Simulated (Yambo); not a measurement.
Yambo run on YOF (space group R-3m, No. 166). The wavefunctions come from this Quantum ESPRESSO step (PBEsol, PseudoDojo standard norm-conserving files, scalar-relativistic):

```
&CONTROL
  calculation = 'nscf'
  pseudo_dir = './pseudo'
  outdir = './out'
/
&SYSTEM
  ibrav = 0
  nat = 6
  ntyp = 3
  ecutwfc = 84.0
  ecutrho = 336.0
  occupations = 'fixed'
  force_symmorphic = .true.
  nbnd = 124
/
&ELECTRONS
  conv_thr = 6.000000000000001e-09
  diago_full_acc = .true.
  diago_thr_init = 1e-08
/
ATOMIC_SPECIES
O 15.9990 O.upf
F 18.9984 F.upf
Y 88.9058 Y.upf
CELL_PARAMETERS angstrom
  1.897854938000   1.095727059000   6.296630000000
 -1.897854938000   1.095727059000   6.296630000000
  0.000000000000  -2.191454119000   6.296630000000
ATOMIC_POSITIONS crystal
O   0.621167000000   0.621167000000   0.621167000000
O   0.378833000000   0.378833000000   0.378833000000
F   0.130523000000   0.130523000000   0.130523000000
F   0.869477000000   0.869477000000   0.869477000000
Y   0.741570000000   0.741570000000   0.741570000000
Y   0.258430000000   0.258430000000   0.258430000000
K_POINTS automatic
4 4 4 0 0 0
```

Yambo input:

```
rim_cut
gw0
dyson
el_el_corr
HF_and_locXC
ppa
em1d
RandQpts= 1000000
RandGvec= 1 Ry
EXXRLvcs= 84 Ry
VXCRLvcs= 336 Ry
Chimod= "HARTREE"
% BndsRnXp
 1 | 123 |
%
NGsBlkXp= 7 Ry
% LongDrXp
 1.0 | 1.0 | 1.0 |
%
PPAPntXp= 27.2114 eV
% GbndRnge
 1 | 123 |
%
GTermKind= "BG"
DysSolver= "n"
ExtendOut
% QPkrange
 1 | 1 | 24 | 25 |
 3 | 3 | 24 | 25 |
 6 | 6 | 24 | 25 |
 7 | 7 | 24 | 25 |
 12 | 12 | 24 | 25 |
 13 | 13 | 24 | 25 |
%
```

k points by index: 1 = Γ, 3 = L, 6 = (0, 0.25, -0.25), 7 = F, 12 = (0.25, -0.5, -0.25), 13 = Z.

Resulting energies as the program prints them:

```
#    K-point    Band    Eo [eV]    E [eV]    E-Eo [eV]    Vxc [eV]    Vnlxc [eV]    Sc|Eo [eV]    Sc|E [eV]    dSc/dw|Eo [eV]    Re(Z)    Im(Z)
#
    1    24    -0.006984    -0.989385    -0.982401    -19.32699    -24.81350    4.259274    4.504116    -6.781045    0.800511    -0.001176
    1    25    5.595805    6.325346    0.729542    -10.41717    -5.786049    -3.787092    -3.901575    -4.269708    0.864372    -0.748529E-3
    3    24    -0.190353    -1.162385    -0.972033    -19.10877    -24.55222    4.228902    4.471418    -6.788264    0.800341    -0.001186
    3    25    5.767114    7.091148    1.324034    -13.37310    -8.115384    -3.693655    -3.933684    -4.932745    0.846542    -0.873873E-3
    6    24    0.000000    -0.911438    -0.911438    -19.46586    -24.82580    4.220357    4.448503    -6.810547    0.799817    -0.001167
    6    25    5.379024    6.683510    1.304486    -13.14465    -7.897127    -3.712383    -3.943039    -4.811165    0.849756    -0.865433E-3
    7    24    -0.192874    -1.095840    -0.902965    -19.11072    -24.42096    4.180186    4.407266    -6.842284    0.799072    -0.001214
    7    25    5.562141    6.867184    1.305043    -13.24137    -8.028351    -3.673871    -3.907979    -4.881066    0.847905    -0.915039E-3
    12    24    -0.046654    -0.953254    -0.906600    -19.25315    -24.56876    4.182083    4.409011    -6.810340    0.799822    -0.001175
    12    25    5.339749    6.640153    1.300404    -13.11518    -7.873974    -3.711447    -3.940799    -4.798977    0.850080    -0.862721E-3
    13    24    -0.389701    -1.412675    -1.022973    -18.15299    -23.48917    4.060611    4.313200    -6.718082    0.801997    -0.001290
    13    25    6.282083    7.169325    0.887241    -11.07122    -6.247459    -3.791380    -3.936518    -4.450935    0.859424    -0.782477E-3
```
(The two width columns are left out.) Convergence of these settings isn't established.

Geometry of the Materials Project entry, not relaxed at this level.
